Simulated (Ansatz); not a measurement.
## MnPt$_{3}$: constraining the magnetisation

System: MnPt$_{3}$, a measured crystal structure (space group Pm-3m); the cell holds 4 atoms. Source: COD entry 1539005; the sample's temperature and pressure aren't taken into account, and it need not be the stable phase.

```xyz
4
Lattice="3.8970 0.0000 0.0000 0.0000 3.8970 0.0000 0.0000 0.0000 3.8970" Properties=species:S:1:pos:R:3 pbc="T T T"
Mn    0.0000    0.0000    0.0000
Pt    0.0000    1.9485    1.9485
Pt    1.9485    0.0000    1.9485
Pt    1.9485    1.9485    0.0000
```

Site labels below count the atoms in this order, from 1.

Theory: DFT, PBEsol, PAW, plane waves, scalar-relativistic (Ansatz development build ahead of 0.2.0).

- Plane-wave cutoff: 420 eV
- k-point mesh: 8×8×8 (Γ-centred)
- Occupations: Fermi–Dirac smearing, 0.1 eV

The total moment includes the space between the atomic spheres.

Each run fixes N↑ − N↓ and starts with that moment spread in parallel over the Mn atoms; no search for lower states follows. F is the free energy per cell, and F(lowest) that of the lowest run, the runs with a free moment included. Each row is one local solution, which need not be the lowest state at that M. The run at M = 0 starts without moments and gives the spin-unpolarised solution. The cell holds one magnetic atom, so only parallel order fits; orders in a larger cell may lie lower. The program warns that the SCF threshold is loose for stress, so pressures can be off by 0.1 GPa or more.

The run at M = 3.30 μB took 16 s on 2 threads of Arm Neoverse N1, on a shared host, peak memory 0.42 GiB.

```
fixed M (μB/cell)  F − F(lowest) (meV/cell)  moments of Mn1 Pt2 Pt3 Pt4 (μB)  absolute moment (μB)  pressure (GPa)
             0.00                      1335              0.00 0.00 0.00 0.00                  0.00           -14.3
             0.82                      1141           1.62 -0.26 -0.26 -0.26                  2.51           -11.2
             1.65                       836           2.48 -0.27 -0.27 -0.27                  3.45            -8.9
             2.47                       452           3.20 -0.24 -0.24 -0.24                  4.10            -6.1
             3.30                       103           3.63 -0.11 -0.11 -0.11                  4.20            -4.4
             4.12                         0              3.71 0.13 0.13 0.13                  4.33            -4.5
             4.95                        82              3.79 0.37 0.37 0.37                  5.06            -3.2
             5.77                       372              3.91 0.57 0.57 0.57                  5.80            -0.3
             6.60                       928              4.08 0.74 0.74 0.74                  6.60             3.5
```

The lowest fixed-moment run is the one at M = 4.12 μB (0 meV). With the constraint released: “usual moment scaled by 0.1, free total moment [Mn1 0.45 μB]” ends at 4.17 μB, 0 meV; “usual moment, free total moment [Mn1 4.50 μB]” ends at 4.17 μB, 0 meV. At M = 0.82, 1.65, 2.47 μB the absolute moment far exceeds M, as opposite spins partly cancel within or between atoms, so the M = 0 row needn't join the others.
